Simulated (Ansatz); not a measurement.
AlN: input and output

Input file of Ansatz 0.2.0:

```yaml
crystal:
  lattice:
    - [3.11094164, 0.0, 0.0]
    - [-1.55547082, 2.69415018, 0.0]
    - [0.0, 0.0, 5.07989204]
  atoms:
    - { symbol: Al, position: [0.3333, 0.6667, 0.0] }
    - { symbol: Al, position: [0.6666, 0.3333, 0.5] }
    - { symbol: "N", position: [0.3333, 0.6667, 0.382] }
    - { symbol: "N", position: [0.6666, 0.3333, 0.882] }
  symmetry: { tolerance: 0.0003 }
kpoints:
  mp_grid: { grid: [9, 9, 5], shift: [0, 0, 0] }
  band_path:
    path:
      - [0.0, 0.0, 0.0]
      - [0.5000003, -4.0e-07, 0.0]
      - [0.33333353, 0.33333273, 0.0]
      - [0.0, 0.0, 0.0]
      - [0.0, 0.0, 0.5]
      - [0.5000003, -4.0e-07, 0.5]
      - [0.33333353, 0.33333273, 0.5]
      - [0.0, 0.0, 0.5]
      - [0.5000003, -4.0e-07, 0.5]
      - [0.5000003, -4.0e-07, 0.0]
      - [0.33333353, 0.33333273, 0.5]
    npoints: 6
magnetization:
  spin_polarized: false
scf:
  occupations: { method: fermi_dirac }
  lower_state_search: "off"
  max_iter: 200
hamiltonian:
  pseudopotentials: { kind: paw }
  xc: r2scan
basis:
  ecutwfc: 500
  fft_grid_basis: typed
output:
  forces: true
  stress: true
  eigenvalues: true
  bader: true
  populations: true
  elf: true
  write_potential: true
  volumetric_format: npy
  dos:
    e_range: [-12, 8]
    de: 0.05
    projected: { site_lists: { Al: [Al], "N": ["N"] } }
checkpoint:
  read: saved_state
```

The run starts from an earlier solution of this cell. 

Parts of the output:

```
SCF iter   1: F=-1856.9440 eV  Δρ=4.01e-4  dr2=2.53e-5  dr2_τ=4.89e-3
SCF iter   2: F=-1856.9443 eV  Δρ=2.14e-4  dr2=8.36e-6  dr2_τ=7.41e-6
SCF iter   3: F=-1856.9443 eV  Δρ=1.30e-4  dr2=9.35e-7  dr2_τ=3.16e-6
SCF iter   4: F=-1856.9443 eV  Δρ=3.71e-5  dr2=5.74e-8  dr2_τ=2.57e-7
SCF iter   5: F=-1856.9443 eV  Δρ=1.99e-6  dr2=9.28e-10  dr2_τ=1.82e-10
Free energy (F): -1856.9443 eV
Harris-Foulkes:  -1856.9443 eV  (|F-HF|=1.12e-9)
Internal energy: -1856.9443 eV  (E = F + TS)
E sigma→0 (E₀):  -1856.9443 eV
Fermi energy:    9.0978 eV
--- Forces (eV/Å), atoms counted from 1 ---
  atom   1  Al     0.0000     0.0000     0.2060
  atom   2  Al     0.0000     0.0000     0.2060
  atom   3  N      0.0000     0.0000    -0.2060
  atom   4  N      0.0000     0.0000    -0.2060
--- Stress (GPa, compression-positive) ---
       -1.9570       0.0000       0.0000
        0.0000      -1.9570       0.0000
        0.0000       0.0000      -9.1289
  P = ⅓ Tr σ = -4.3476 GPa (-43.476 kbar)
```

Total energies depend on the potentials used, so only differences within one code and one set of settings carry meaning.

Origin: a database entry at a rescaled volume.
